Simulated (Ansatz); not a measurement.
A geometry of Ga2Cu away from equilibrium: step 13 of the relaxation of a randomly generated symmetric cell of Ga2Cu (space group No. 166). The numbers are results of PBEsol (plane waves to 420 eV, PAW, scalar-relativistic; Ansatz, an electronic-structure program), not measurements. Γ-centred k-mesh 8×8×8 on the run's cell (coarser than for final values), Fermi–Dirac smearing 0.05 eV.

```xyz
9
Lattice="4.3249 2.4970 2.1389 -4.3249 2.4970 2.1389 0.0000 -4.9939 2.1389" Properties=species:S:1:pos:R:3:forces:R:3 pbc="T T T" free_energy=-42221.650 pressure_GPa=8.7
Cu     0.0000     2.4970     2.1389    0.0000    0.0000    0.0000
Cu    -2.1624    -1.2485     2.1389    0.0000    0.0000    0.0000
Cu     2.1624    -1.2485     2.1389    0.0000    0.0000    0.0000
Ga     0.0000     0.0000     4.2677    0.0000    0.0000   -0.0458
Ga     0.0000     0.0000     2.1491    0.0000    0.0000    0.0458
Ga     0.0000    -2.4970     1.0695    0.0000    0.0000    0.0000
Ga     2.1624     1.2485     1.0695    0.0000    0.0000    0.0000
Ga    -2.1624     1.2485     1.0695    0.0000    0.0000    0.0000
Ga     0.0000     0.0000     0.0000    0.0000    0.0000    0.0000
```

Positions in Å, forces in eV/Å, free energy of the cell in eV (comparable only within this code, potentials and settings). Largest force: 0.05 eV/Å, on Ga4, Ga5 (atoms numbered as listed); the geometry lies 0.21 eV/atom above the end of its relaxation.

No spin polarisation in the result.

The run could not lower the symmetry of its start; a shaken copy of this end point relaxes with PBEsol to P-1 (No. 2), 0.25 eV/atom lower.

The end of the path is a generated cell of Ga2Cu: the first start was made by a random draw of sites in a space group, and the end was not matched to a known phase here, so it may be hypothetical.
